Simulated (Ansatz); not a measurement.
IrW:
```
IrW
1.0
    3.15309     0.00000     0.00000
    0.00000     3.15309     0.00000
    0.00000     0.00000     3.15309
Ir W
1 1
Cartesian
  0.00000   0.00000   0.00000
  1.57654   1.57654   1.57654
```

Relaxed with PBE. Special points in fractions of this cell's reciprocal vectors: Γ (0.000, 0.000, 0.000); X (0.000, 0.500, 0.000); M (0.500, 0.500, 0.000); R (0.500, 0.500, 0.500).

Q: List the band energies nearest the Fermi level at these points for the program Ansatz at the PBE level (PAW).

A: In eV from the Fermi level; about four levels below and three above (degenerate sets whole), none deeper than 8.9 eV; points with the same levels are listed once.

```
k                          below                     above
-  -----------------------------  ------------------------
Γ  -6.57 -6.57 -3.02 -3.02 -3.02  0.50 0.50 3.24 3.24 3.24
X  -2.96 -2.96 -1.80 -0.91 -0.91            0.11 1.18 3.22
M        -0.57 -0.55 -0.07 -0.07       0.97 2.84 3.79 3.79
R  -3.63 -3.63 -3.63 -0.46 -0.46            2.99 2.99 4.10
```

Space group Pm-3m (CsCl type). The start of the workflow was typed in or built on a structure type; neither database checked (COD, Materials Project) lists it. COD files the formula under space group No. 51. Its standing as an ambient phase is unchecked. Symmetry was held in the PBE relaxation; its stability against distortions is not shown here. The run is not spin-polarised. Its formation energy is positive at this level, so the cell may be metastable or incomplete. Scalar-relativistic: spin–orbit coupling is off unless named, which matters more the heavier the elements.

Potentials: the later of the program's two PAW sets.
